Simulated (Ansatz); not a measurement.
Relaxing iron (simple cubic)

Computed with Ansatz, DFT, r2SCAN, plane waves (500 eV) with PAW, scalar-relativistic. (PAW data from PBE, frozen cores regenerated.)

k-point mesh 13×13×13, Fermi-Dirac smearing 0.1 eV, no spin polarisation. Cell and atoms relax.

Starting structure:

```yaml
crystal:
  lattice:
    - [2.3342634294, 0.0, 0.0]
    - [0.0, 2.3342634294, 0.0]
    - [0.0, 0.0, 2.3342634294]
  atoms:
    - { symbol: Fe, position: [0.0, 0.0, 0.0] }
hamiltonian:
  xc: r2scan
  pseudopotentials:
    kind: paw
    azcp:
      Fe: "pseudopotentials/Fe.paw.azcp"
basis:
  ecutwfc: 500
  fft_grid_basis: typed
kpoints:
  mp_grid: { grid: [13, 13, 13], shift: [0, 0, 0] }
magnetization:
  spin_polarized: false
scf:
  occupations: { method: fermi_dirac, width: 0.1 }
relax:
  max_steps: 60
  f_tol: 0.01
  cell: {}
output:
  write_density: true
  write_potential: true
  elf: true
  volumetric_format: npy
```

What cell does the relaxation end in?

Pm-3m with a = 2.239 Å; 11.23 Å³ per atom against 12.72 at the start (-11.7 %).

How much energy does the relaxation gain?

112.2 meV per atom.

Path of the relaxation (the plane waves are chosen anew near the end, which can shift the energy a little):

```
step  E − E(final) (meV/atom)  V (Å³/atom)  P (GPa)  max force (eV/Å)
   0                   112.22       12.719   -21.49             0.000
   1                    18.98       11.813   -10.28             0.000
   2                    -0.10       11.090     3.03             0.000
   3                    -1.25       11.234    -0.01             0.000
   4                     0.00       11.234    -0.15             0.000
   5                    -0.01       11.227     0.00             0.000
   6                     0.00       11.227     0.00             0.000
```

Spin polarisation is off here; a magnetic state may lie lower.
